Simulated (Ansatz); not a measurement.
W:
```cif
data_W2
_chemical_formula_sum 'W2'
_space_group_name_H-M_alt 'P63/mmc'
_space_group_IT_number 194
_space_group_name_Hall '-P 6c 2c'
_cell_length_a 2.75222
_cell_length_b 2.75222
_cell_length_c 4.88872
_cell_angle_alpha 90.000
_cell_angle_beta 90.000
_cell_angle_gamma 120.000
loop_
_atom_site_label
_atom_site_type_symbol
_atom_site_symmetry_multiplicity
_atom_site_Wyckoff_symbol
_atom_site_fract_x
_atom_site_fract_y
_atom_site_fract_z
_atom_site_occupancy
W1 W 2 d 0.66667 0.33333 0.25000 1
```

Relaxed at zero pressure with PBEsol in the plane-wave PAW code Ansatz.

Problem. The volume is lowered by 6 % and shape and atoms relax at that volume. What pressure results, and how do the axes share the change?

Solution. 20.5 GPa; a -1.7 %, b -1.7 %, c -2.6 %; the energy rises by 58 meV/atom.

Problem. Give the new structure.

Solution. 
Space group P6₃/mmc (No. 194); a = 2.704 Å, b = 2.704 Å, c = 4.760 Å, α = 90.00°, β = 90.00°, γ = 120.00°

```
atom  site  symmetry       x       y       z
----  ----  --------  ------  ------  ------
W       2d      -6m2  0.6667  0.3333  0.2500
```

The phase is kept; no other phase was compared at this pressure.

Space group P6_3/mmc (hcp (Mg type)). The start of the workflow was typed in or built on a structure type; the Crystallography Open Database copy checked does not list it. It is not the phase usual at ambient conditions (space group No. 229). The cell was relaxed with PBEsol under the symmetry of its start; of distortions, only those at the zone centre were tested. No spin polarisation was allowed. Axis ratios of metals converge slowly with the k-mesh, so a and c are less sure than the volume. Scalar-relativistic: spin–orbit coupling is off unless named, which matters more the heavier the elements.

Potentials: the later of the program's two PAW sets.
